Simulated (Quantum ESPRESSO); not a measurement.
AlN is taken in the hexagonal space group P6₃mc (No. 186), the wurtzite structure, Pearson symbol hP4. Cell: a = b = 3.0820 Å, c = 5.0117 Å, α = β = 90.00°, γ = 120.00°. N on 2b sees 4 Al at 1.880–1.899 Å (tetrahedral). Al on 2b is surrounded by 4 N at 1.880–1.899 Å (tetrahedral). (Neighbours: up to the widest gap in distance over summed covalent radii, below 1.35, at either atom; cation-cation contacts left out.)

The PBEsol cell relaxed from Materials Project entry mp-661 was given a biaxial strain of -1 % along x and y, z relaxed, and the atoms were relaxed again.

Q: What does norm-conserving PBEsol (Quantum ESPRESSO, 84 Ry, no spin-orbit coupling) give for the electronic structure near the Fermi level?

A: The PBEsol gap is direct, 4.31 eV at Γ.
